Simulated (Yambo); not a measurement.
Yambo input for Zn2P2O7 (space group C2/m, No. 12) (a = b = 5.353 Å, c = 4.558 Å, α = β = 99.10°, γ = 103.17°), on PBEsol (pw.x of Quantum ESPRESSO, ONCV potentials, no spin-orbit coupling) wavefunctions on a 4×4×4 mesh:

```
optics
chi
dipoles
kernel
FFTGvecs= 40 Ry
Chimod= "HARTREE"
NGsBlkXd= 3 Ry
% QpntsRXd
 1 | 1 |
%
% BndsRnXd
 9 | 117 |
%
GrFnTpXd= "R"
% EnRngeXd
 0.0 | 20.0 | eV
%
% DmRngeXd
 0.2 | 0.2 | eV
%
CGrdSpXd= 50
ETStpsXd= 161
% LongDrXd
 0.0 | 1.0 | 0.0 |
%
```

First lines of the file o-*.eps_q1_inv_rpa_dyson:

```
Absorption @ Q(1):   0.00000000     1.00000000     0.00000000    [q->0 direction]
#
# [ X ] Hartree size     :   77
# [GEN] GF Energies     : Perdew, Burke & Ernzerhof SOL(X)+Perdew, Burke & Ernzerhof SOL(C)
# [GEN] Green`s Function     : Retarded
#
# [GEN] Gauge     : Length
# [GEN] [r,Vnl] included     : yes
#
#    E[1] [eV]     Im(eps)     Re(eps)     Im(eps_o)     Re(eps_o)
#
     0.000000     0.607925E-8     3.166906     0.14789E-17     3.360244
     0.125000     0.001105     3.167251     0.001195     3.360617
     0.250000     0.002214     3.168285     0.002394     3.361735
     0.375000     0.003329     3.170012     0.003600     3.363604
     0.500000     0.004454     3.172437     0.004817     3.366227
     0.625000     0.005593     3.175568     0.006048     3.369612
     0.750000     0.006750     3.179414     0.007298     3.373771
     0.875000     0.007928     3.183987     0.008569     3.378715
     1.000000     0.009132     3.189302     0.009868     3.384460
     1.125000     0.010365     3.195376     0.011198     3.391023
     1.250000     0.011634     3.202229     0.012564     3.398426
     1.375000     0.012942     3.209883     0.013972     3.406693
     1.500000     0.014296     3.218367     0.015428     3.415850
     1.625000     0.015702     3.227708     0.016938     3.425931
     1.750000     0.017168     3.237943     0.018510     3.436969
     1.875000     0.018700     3.249110     0.020151     3.449007
     2.000000     0.020310     3.261253     0.021872     3.462090
     2.125000     0.022006     3.274422     0.023683     3.476269
     2.250000     0.023802     3.288675     0.025597     3.491605
     2.375000     0.025712     3.304076     0.027629     3.508164
     2.500000     0.027754     3.320701     0.029796     3.526024
     2.625000     0.029947     3.338636     0.032119     3.545274
     2.750000     0.032319     3.357981     0.034624     3.566015
     2.875000     0.034902     3.378852     0.037344     3.588367
     3.000000     0.037737     3.401388     0.040320     3.612470
     3.125000     0.040880     3.425753     0.043607     3.638494
     3.250000     0.044406     3.452148     0.047280     3.666638
     3.375000     0.048425     3.480821     0.051445     3.697154
     3.500000     0.053102     3.512083     0.056265     3.730354
     3.625000     0.058706     3.546337     0.061998     3.766637
     3.750000     0.065712     3.584103     0.069105     3.806522
     3.875000     0.075055     3.626023     0.078481     3.850642
     4.000000     0.088756     3.672603     0.092061     3.899507
```
(The file goes on to the top of the energy range.) Convergence of the RPA response with its 4×4×4 mesh was not tested.

Geometry of the Materials Project entry, not relaxed at this level.

The structure is a Materials Project entry; no match was found in the copy of COD used, and its stability was not checked.
